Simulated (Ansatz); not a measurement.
## Hg₂WCl₆ in Ansatz, relaxation

input.yaml:

```yaml
crystal:
  lattice:
    - [0.0, 4.884236, 4.884236]
    - [4.884236, 0.0, 4.884236]
    - [4.884236, 4.884236, 0.0]
  atoms:
    - { symbol: W, position: [0.0, 0.0, 0.0] }
    - { symbol: Hg, position: [0.25, 0.25, 0.25] }
    - { symbol: Hg, position: [0.75, 0.75, 0.75] }
    - { symbol: Cl, position: [0.2312, 0.7688, 0.7688] }
    - { symbol: Cl, position: [0.7688, 0.2312, 0.7688] }
    - { symbol: Cl, position: [0.7688, 0.2312, 0.2312] }
    - { symbol: Cl, position: [0.2312, 0.7688, 0.2312] }
    - { symbol: Cl, position: [0.7688, 0.7688, 0.2312] }
    - { symbol: Cl, position: [0.2312, 0.2312, 0.7688] }
  symmetry: { tolerance: 0.0003 }
kpoints:
  mp_grid: { grid: [5, 5, 5], shift: [0, 0, 0] }
magnetization:
  spin_polarized: false
scf:
  occupations: { method: cold, width: 0.1091 }
  lower_state_search: "off"
hamiltonian:
  pseudopotentials: { kind: paw }
  xc: r2scan
basis:
  ecutwfc: 500
  fft_grid_basis: typed
relax:
  max_steps: 60
  f_tol: 0.03
output:
  forces: true
  stress: true
  eigenvalues: true
  bader: true
  populations: true
  elf: true
  write_potential: true
  volumetric_format: npy
  dos:
    e_range: [-12, 8]
    de: 0.05
    projected: { site_lists: { Cl: [Cl], Hg: [Hg], W: [W] } }
checkpoint:
  read: saved_state
```

Run with:

```bash
ansatz run input.yaml --threads 2 --pin off --max-ram 3584MiB --backend cpu --events-out ev --progress --plain --runs-dir out
```

Origin of the cell: a known structure type with other elements, at an estimated volume, so it need not be a known compound.

The saved state is a converged single point of the same cell.

Steps:

```csv
step,ΔF (meV/atom),max force component (eV/Å),SCF iterations,step was
1,0.0,0.944,13,accepted
2,-10.4,0.349,6,accepted
3,-12.5,0.002,5,accepted
4,-12.5,0.002,5,accepted
```

The starting structure.

Space group Fm-3m (No. 225); the run's cell has a = 6.907 Å, b = 6.907 Å, c = 6.907 Å, α = 60.00°, β = 60.00°, γ = 60.00°. Shortest distances: Cl–W 2.26 Å, Cl–Cl 3.19 Å, Cl–Hg 3.46 Å.

After:

Space group Fm-3m (No. 225); the run's cell has a = 6.907 Å, b = 6.907 Å, c = 6.907 Å, α = 60.00°, β = 60.00°, γ = 60.00°. Shortest distances: Cl–W 2.30 Å, Cl–Cl 3.25 Å, Cl–Hg 3.46 Å.

```
CELL_PARAMETERS angstrom
0.00000 4.88424 4.88424
4.88424 0.00000 4.88424
4.88424 4.88424 0.00000
ATOMIC_POSITIONS crystal
W 0.00000 0.00000 0.00000
Hg 0.25000 0.25000 0.25000
Hg 0.75000 0.75000 0.75000
Cl 0.23549 0.76451 0.76451
Cl 0.76451 0.23549 0.76451
Cl 0.76451 0.23549 0.23549
Cl 0.23549 0.76451 0.23549
Cl 0.76451 0.76451 0.23549
Cl 0.23549 0.23549 0.76451
```

| Item | Value |
| --- | --- |
| Free energy lowered by | 12.5 meV/atom |
| Final pressure | 1.28 GPa |
| Relaxation steps listed | 4 |

Caveats: no moments, though an odd count or open d shells may carry them; no spin-orbit coupling, though heavy elements are present; the SCF threshold is looser than advised for a stress; the relaxation held the start's symmetry, so the end may be a saddle point.

It ran for 96 s on 2 threads of Arm Neoverse V1 (shared host), peak memory 1.3 GiB, from a saved density.
